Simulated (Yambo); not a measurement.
Material: YOF (space group P4/nmm, No. 129); a = b = 3.8323 Å, c = 5.4467 Å, α = β = γ = 90.00° (6 atoms in the cell). The geometry is that of Materials Project entry mp-10219, symmetrised and not relaxed again.

With PBEsol (Quantum ESPRESSO, PseudoDojo norm-conserving, 84 Ry, no spin-orbit coupling), the gap between the mesh's edge points ((0.25, 0.25, -0.5) → Γ) is 4.954 eV.

**Question.** By how much does one-shot G0W0 (Yambo; 4×4×2 Γ-centred k mesh, 156 bands and a 8 Ry block in the screening, 156 bands in G with the Bruneval-Gonze terminator, plasmon pole fitted at 27.2 eV) open this gap, and what gap results?

**Answer.** The correction is 1.665 eV, giving 6.619 eV, 1.3 times the PBEsol value.  Nearest settings tried, and what they do to the gap: 7 Ry block (173 vectors against 229): -74 meV. Not varied: bands in G, bands in W, mesh. So the settings aren't converged at that level. 

The structure is a Materials Project entry; no match was found in the copy of COD used, and its stability was not checked.
